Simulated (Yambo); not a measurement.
BN (space group P6_3/mmc, No. 194), G0W0@PBEsol in Yambo with this input:

```
rim_cut
gw0
dyson
el_el_corr
HF_and_locXC
ppa
em1d
RandQpts= 1000000
RandGvec= 1 Ry
EXXRLvcs= 84 Ry
VXCRLvcs= 336 Ry
Chimod= "HARTREE"
% BndsRnXp
 1 | 94 |
%
NGsBlkXp= 10 Ry
% LongDrXp
 1.0 | 1.0 | 1.0 |
%
PPAPntXp= 27.2114 eV
% GbndRnge
 1 | 94 |
%
GTermKind= "BG"
DysSolver= "n"
ExtendOut
```

On a 6×6×2 mesh, with wavefunctions cut at 84 Ry, the gap (H → M) is 6.225 eV and the valence edge shifts by -0.959 eV.

Q: What happens with this change: no terminator?

A: The gap falls by 0.082 eV, to 6.143 eV; the shift of the valence edge becomes -0.776 eV. Neither run is shown to be the converged limit. In the run with 94 bands and a 10 Ry block, which covers more k points, the smallest G0W0 gap is 5.76 eV, H → Γ.

Geometry of the Materials Project entry, not relaxed at this level; primitive cell a = b = 2.5124 Å, c = 7.7073 Å, α = β = 90.00°, γ = 120.00°.

A shift is the quasiparticle energy of the state minus its PBEsol energy.

The distance between layers or molecules is the database entry's, not relaxed here. Functionals without dispersion can leave it too large, which widens gaps and weakens the response across layers: the numbers belong to this cell.
